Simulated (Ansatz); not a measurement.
**Question.** Name crystals whose computed values (DFT-PBE in the program Ansatz with PAW potentials) fall in these windows: gap (eV) 0.19 to 0.25; electron conductivity mass (mₑ) 1.9 to 2.5.

**Answer.** 

```json
[
 {"crystal": "CoB3N3, P-62m (Pearson symbol hP14)", "gap (eV)": "0.23", "electron conductivity mass (mₑ)": "2.3"}
]
```
Others may fit too.

Spin orders computed, not proven ground states: CoB3N3, P-62m (Pearson symbol hP14) ferromagnetic. Typed or built starts, not in the databases checked: CoB3N3, P-62m (Pearson symbol hP14). The cell was relaxed under the symmetry of its start.

Potentials: the earlier of the program's two PAW sets.
